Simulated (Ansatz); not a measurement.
ZnS (wurtzite)

```xyz
4
Lattice="3.8451 0.0000 0.0000 -1.9226 3.3300 0.0000 0.0000 0.0000 6.3057" Properties=species:S:1:pos:R:3 pbc="T T T"
Zn     1.9226     1.1100     6.3048
Zn     0.0000     2.2200     3.1519
S      1.9226     1.1100     3.9433
S      0.0000     2.2200     0.7904
```

This relaxed cell (volume V₀) is scaled evenly in all directions, its shape held. The atoms relax within the cell's symmetry.

All values below come from PBE (plane waves to 420 eV, PAW, scalar-relativistic; Ansatz, a first-principles code). k mesh 10×10×5 (Γ-centred), Fermi-Dirac smearing 0.05 eV. Energies are smeared free energies. Compression counts positive. With the shape held, the modulus is that of even scaling; a crystal free to change shape is softer. The PAW data are Ansatz's earlier set. ZnS was relaxed with its symmetry unable to fall. The zero of ΔE is the relaxed starting cell.

```
V (Å³/atom)  ΔE (meV/atom)
-----------  -------------
18.974                17.5
19.277                 9.6
19.580                 4.1
19.882                 1.0
20.185                 0.0
20.488                 0.9
20.791            withheld
21.093                 8.2
21.396                14.1
```

Task: Fit a third-order Birch-Murnaghan form (E₀, V₀, B₀, B₀′ free) to the given rows and predict ΔE at V = 20.791.

Result: Least squares on the 8 given rows: ΔE = E₀ + (9V₀B₀/16)·y²·[2 + (B₀′ − 4)y], y = (V₀/V)^(2/3) − 1, with V₀ = 20.185 Å³/atom, B₀ = 69.22 GPa (160.2 GPa = 1 eV/Å³; the term in eV is multiplied by 1000), B₀′ = 4.38, E₀ = -0.01 meV/atom; root-mean-square residual 0.03 meV/atom. At 20.791 the fit gives 3.7 meV/atom; the calculation gives 3.7 meV/atom, the same to the digits shown. For the pressure the fit gives -1.92 GPa against the computed -1.92 GPa.

(A scan under strain: stresses follow from slopes of the energy per volume, elastic moduli from its curvatures.)
